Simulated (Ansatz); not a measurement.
Method: DFT PBEsol, scalar-relativistic, plane waves, PAW (Ansatz).

Settings: cutoff 420 eV, Γ-centred mesh 6×6×6 on the computed 6-atom cell, Gaussian smearing of 0.10 eV; no spin polarisation.

Structure with the computed forces (eV/Å) in the last three columns:

```xyz
6
Lattice="5.7950 0.0085 0.0174 -2.8902 5.0987 -0.0235 0.0157 -0.0153 5.2277" Properties=species:S:1:pos:R:3:forces:R:3 pbc="T T T" pressure_GPa=-2.10
Y     0.0177   -0.0899    2.5821    0.1570    0.4740    0.1450
Mg   -1.8066    3.2792    0.0112   -0.1770   -0.1500   -0.1230
Mg    3.6663   -0.0522   -0.0368    0.0130    0.2540    0.1400
Mg    0.9493    1.8983    0.0321    0.2370   -0.2180   -0.0910
Mg    2.8502    1.7567    2.5891    0.2220   -0.2450    0.0670
Mg    0.1563    3.3993    2.6518   -0.4520   -0.1150   -0.1390
```

Stress tensor (GPa, compression positive):

```
-2.21  0.09 -0.26
 0.09 -1.89  0.20
-0.26  0.20 -2.19
```